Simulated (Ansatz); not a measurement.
BaTe:
```yaml
crystal:
  lattice:
    - [0.00000, 3.53225, 3.53225]
    - [3.53225, 0.00000, 3.53225]
    - [3.53225, 3.53225, 0.00000]
  atoms:
    - { symbol: Ba, position: [0.00000, 0.00000, 0.00000] }
    - { symbol: Te, position: [0.50000, 0.50000, 0.50000] }
```

Relaxed with PBE.

### Question
Give the Bader charges and basin volumes of the independent atoms, DFT-PBE in the program Ansatz with PAW potentials.

### Answer


```csv
atom,Bader charge (e),Bader volume (Å³)
Ba1,+1.36,30.7
Te2,-1.36,57.4
```

Space group Fm-3m (rock salt). The PBE relaxation kept the symmetry of its start. Spin–orbit coupling is left out wherever it is not named.

Potentials: the later of the program's two PAW sets.
